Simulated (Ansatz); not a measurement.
**Heisenberg model of MnS put to the test, calculated with Ansatz**

Space group F-43m (No. 216), 2 atoms in the cell of the first input below: a = 3.960 Å, b = 3.960 Å, c = 3.960 Å, α = 60.00°, β = 60.00°, γ = 60.00°.

The structure is a measured one, not always of the ambient phase, taken without relaxation (pressure -5.7 GPa with this functional, without spin–orbit coupling). Functional: LDA.

The couplings come from the ferromagnetic state by the force theorem with constrained moments:

```yaml
crystal:
  lattice:
    - [0.0, 2.8, 2.8]
    - [2.8, 0.0, 2.8]
    - [2.8, 2.8, 0.0]
  atoms:
    - { symbol: Mn, position: [0.0, 0.0, 0.0], spin: 4.45 }
    - { symbol: S, position: [0.75, 0.75, 0.75] }
basis:
  ecutwfc: 420
  ecutrho_ratio: 4
kpoints:
  mp_grid: { grid: [10, 10, 10] }
  band_path:
    path:
      - [[0.0, 0.0, 0.0], [-0.5, -0.5, 0.0], [-0.375, -0.375, 0.25]]
      - [[-0.375, 0.0, 0.375], [0.0, 0.0, 0.0], [0.0, 0.0, 0.5], [-0.5, -0.25, 0.25], [-0.5, -0.5, 0.0]]
    npoints: 6
hamiltonian:
  xc: lda
scf:
  occupations: { method: gaussian, width: 0.05 }
  lower_state_search: "off"
output:
  forces: true
  stress: true
  eigenvalues: true
  populations: true
  eigenstates:
    nscf_kmesh: { grid: [10, 10, 10] }
    top_band: c30
    exchange_couplings: { magnetic: [{ site: 0 }], antisymmetric: true }
    magnetocrystalline_anisotropy: {}
magnetization:
  spin_polarized: true
checkpoint:
  read: start.run
  write: ck
  compress: false
  write_wavefunctions: false
  write_every: 100000
```

```bash
ansatz run input.yaml --threads 4 --pin off --max-ram 9216MiB --backend cpu --events-out ev --progress --plain --runs-dir out
```

start.run is the saved state of an earlier run of the same cell.

Time: 2.6 min on 4 threads of Arm Neoverse N1, on a shared host, peak memory 1.6 GiB.

Couplings between Mn atoms, for E = −Σ(i≠j) J_ij e_i·e_j with unit vectors (each pair counted twice):

```tsv
distance (Å)	neighbours	J (meV)
3.960	12	-31.970
5.600	6	9.097
6.859	24	1.149
7.920	12	0.372
8.854	24	-0.129
9.699	8	-0.275
10.477	48	0.141
11.200	6	-1.488
11.879	24	-0.489
11.879	12	0.013
```

28 shells out to 19.4 Å enter the sums below; those further out add -0.71 meV to J(0).

The program gives no ordering temperature for this run: by its own couplings the state isn't the lowest.

At rigid moments, leaving out the upper third of the empty bands moves a coupling by under 1 % of the largest.

Task: What energy per Mn above the ferromagnet does the model give for the order with wave vector q = (0.000, 0.000, 0.500) in units of the reciprocal cell vectors?

Result: E(q) − E(0) = Σ J_ij (1 − cos q·R_ij). The shells that add most, as J × Σ(1 − cos): -31.970 × 12.00 at 3.96 Å, 9.097 × 12.00 at 5.60 Å, 1.149 × 24.00 at 6.86 Å, -0.489 × 24.00 at 11.88 Å, 0.590 × 24.00 at 14.28 Å, -0.304 × 48.00 at 16.80 Å, and 2.82 meV from the 22 other shells kept; in all -256.25 meV.

Each order was then solved self-consistently. The input for the first:

```yaml
crystal:
  lattice:
    - [0.0, 2.8, 2.8]
    - [2.8, 0.0, 2.8]
    - [5.6, 5.6, 0.0]
  atoms:
    - { symbol: Mn, position: [0.0, 0.0, 0.0], spin: 5.0 }
    - { symbol: S, position: [0.75, 0.75, 0.375] }
    - { symbol: Mn, position: [0.0, 0.0, 0.5], spin: -5.0 }
    - { symbol: S, position: [0.75, 0.75, 0.875] }
basis:
  ecutwfc: 420
  ecutrho_ratio: 4
kpoints:
  mp_grid: { grid: [10, 10, 5] }
hamiltonian:
  xc: lda
scf:
  occupations: { method: gaussian, width: 0.05 }
output:
  forces: true
  stress: true
  eigenvalues: true
  populations: true
  write_density: true
  write_potential: true
  elf: true
  volumetric_format: npy
magnetization:
  spin_polarized: true
```

```bash
ansatz run input.yaml --threads 4 --pin off --max-ram 9216MiB --backend cpu --events-out ev --progress --plain --runs-dir out
```

Time: 11 s on 4 threads of Arm Neoverse N1 (shared host), peak memory 0.51 GiB.

Total energies count from the ferromagnet on the 10×10×10 mesh, or from a ferromagnetic run in the same doubled cell where its mesh isn't the equal of that (spin moment 4.04 μB); spirals count from the spiral at q = 0.

```csv
order,q,model (meV),total energies (meV),largest spin moment (μB),gap on the mesh (eV)
collinear order in a doubled cell,0.000 0.000 0.500,-256.25,-246.36,3.93,0.54
collinear order in a doubled cell,0.000 0.500 0.500,-466.75,-317.98,3.88,1.06
flat spiral,-0.500 -0.500 0.000,-466.75,-317.97,3.77,–
flat spiral,-0.375 -0.375 0.250,-427.73,-316.83,3.77,–
flat spiral,-0.250 -0.250 0.000,-170.47,-168.08,3.89,–
flat spiral,-0.188 -0.188 0.125,-189.56,-180.49,3.88,–
flat spiral,-0.188 0.000 0.188,-179.48,-176.44,3.88,–
flat spiral,-0.125 -0.125 0.000,-48.37,-46.51,3.96,–
flat spiral,-0.375 -0.375 0.000,-393.07,-276.74,3.81,–
```

The model has the sign of the total energies in all 9 rows (8 distinct orders), and meets their size within a tenth for 5, within a factor of two for 4 more; the largest miss is 148.78 meV. The lowest state tried has q = (0.000, 0.500, 0.500), 317.98 meV under the ferromagnet. The couplings are derived for small turns about the ferromagnet. Spiral moments are integrated over Gaussian weights, collinear ones over spheres. The order at q = (0.000, 0.500, 0.500) was solved both ways, and the two energies agree within 0.1 meV. By its own couplings the ferromagnet isn't the lowest state: J(q) is largest at q = (0.100, -0.500, -0.400).

Caveats: couplings not converged in the mesh; each run may end in a state that is not the lowest; no spin–orbit coupling; the ferromagnetic state is metallic at this level, and the convergence of the total energies in the k-mesh was not tested; the order found in nature may be another, or none; without a Hubbard U the functional can make an insulator metallic, should this be one.
